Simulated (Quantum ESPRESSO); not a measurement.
# Band energies of TiPd$_{3}$

```xyz
4
Lattice="3.8977 0.0000 0.0000 0.0000 3.8977 0.0000 0.0000 0.0000 3.8977" Properties=species:S:1:pos:R:3 pbc="T T T"
Ti     0.0000     0.0000     0.0000
Pd     0.0000     1.9488     1.9488
Pd     1.9488     0.0000     1.9488
Pd     1.9488     1.9488     0.0000
```

norm-conserving PBEsol (Quantum ESPRESSO, 84 Ry, scalar-relativistic); path ΓXMΓRX,MR; energies in eV from the Fermi level.

| k (1/Å) | point | band 29 | band 30 | band 31 | band 32 | band 33 | band 34 | band 35 | band 36 |
|---|---|---|---|---|---|---|---|---|---|
| 0.00 | Γ | -1.08 | -0.59 | -0.59 | -0.59 | 1.14 | 1.14 | 1.77 | 1.77 |
| 0.23 |  | -1.23 | -1.13 | -1.13 | -0.59 | 0.75 | 1.03 | 1.10 | 1.10 |
| 0.46 |  | -2.12 | -1.79 | -1.59 | -0.76 | -0.59 | 0.43 | 0.43 | 0.78 |
| 0.81 | X | -2.53 | -2.44 | -2.37 | -1.58 | -0.59 | -0.10 | -0.10 | 0.57 |
| 1.04 |  | -2.51 | -2.34 | -1.91 | -1.80 | -0.98 | 0.07 | 0.17 | 0.52 |
| 1.38 |  | -2.61 | -2.54 | -2.40 | -1.90 | -1.75 | 0.23 | 0.48 | 0.52 |
| 1.61 | M | -2.80 | -2.80 | -2.34 | -2.17 | -2.10 | 0.25 | 0.25 | 0.50 |
| 1.82 |  | -2.77 | -2.64 | -2.44 | -1.94 | -1.69 | 0.31 | 0.40 | 0.49 |
| 2.13 |  | -2.40 | -2.23 | -1.92 | -1.27 | -0.92 | 0.38 | 0.56 | 0.60 |
| 2.34 |  | -1.88 | -1.79 | -1.46 | -0.91 | -0.22 | 0.69 | 0.73 | 0.87 |
| 2.65 |  | -1.11 | -0.72 | -0.70 | -0.61 | 1.09 | 1.10 | 1.47 | 1.54 |
| 2.75 | Γ | -1.08 | -0.59 | -0.59 | -0.59 | 1.14 | 1.14 | 1.77 | 1.77 |
| 2.85 |  | -1.11 | -0.70 | -0.70 | -0.62 | 1.10 | 1.10 | 1.45 | 1.66 |
| 3.05 |  | -1.41 | -1.41 | -1.39 | -0.73 | 0.40 | 0.89 | 0.89 | 1.26 |
| 3.35 |  | -2.28 | -2.13 | -2.13 | -0.85 | -0.84 | 0.37 | 0.37 | 0.95 |
| 3.55 |  | -2.92 | -2.33 | -2.33 | -1.14 | -0.89 | 0.21 | 0.21 | 0.89 |
| 3.85 |  | -2.00 | -2.00 | -1.57 | -0.95 | -0.67 | 0.28 | 0.28 | 0.89 |
| 4.05 |  | -1.16 | -1.16 | -0.96 | -0.24 | -0.10 | 0.10 | 0.10 | 0.94 |
| 4.15 | R | -0.96 | -0.96 | -0.96 | 0.00 | 0.00 | 0.00 | 0.11 | 0.95 |
| 4.24 |  | -1.15 | -1.14 | -0.97 | -0.20 | -0.13 | 0.08 | 0.14 | 0.94 |
| 4.53 |  | -2.61 | -2.22 | -1.65 | -1.18 | -1.05 | 0.33 | 0.58 | 0.77 |
| 4.72 |  | -2.59 | -2.57 | -2.27 | -1.48 | -1.12 | 0.40 | 0.47 | 0.64 |
| 5.00 |  | -2.57 | -2.40 | -1.95 | -1.77 | -1.00 | 0.10 | 0.26 | 0.51 |
| 5.19 |  | -2.54 | -2.36 | -2.23 | -1.62 | -0.67 | -0.07 | -0.03 | 0.56 |
| 5.29 | X | -2.53 | -2.44 | -2.37 | -1.58 | -0.59 | -0.10 | -0.10 | 0.57 |
| 5.29 | M | -2.80 | -2.80 | -2.34 | -2.17 | -2.10 | 0.25 | 0.25 | 0.50 |
| 5.59 |  | -2.65 | -2.54 | -2.46 | -1.72 | -1.65 | 0.44 | 0.44 | 0.79 |
| 5.79 |  | -1.94 | -1.94 | -1.37 | -1.24 | -1.03 | 0.57 | 0.57 | 0.95 |
| 6.09 | R | -0.96 | -0.96 | -0.96 | 0.00 | 0.00 | 0.00 | 0.11 | 0.95 |

A metal at this level: along this path bands 33, 34, 35 cross the Fermi level.

Spin-orbit splittings are left out.

Geometry of the Materials Project entry, not relaxed at this level.
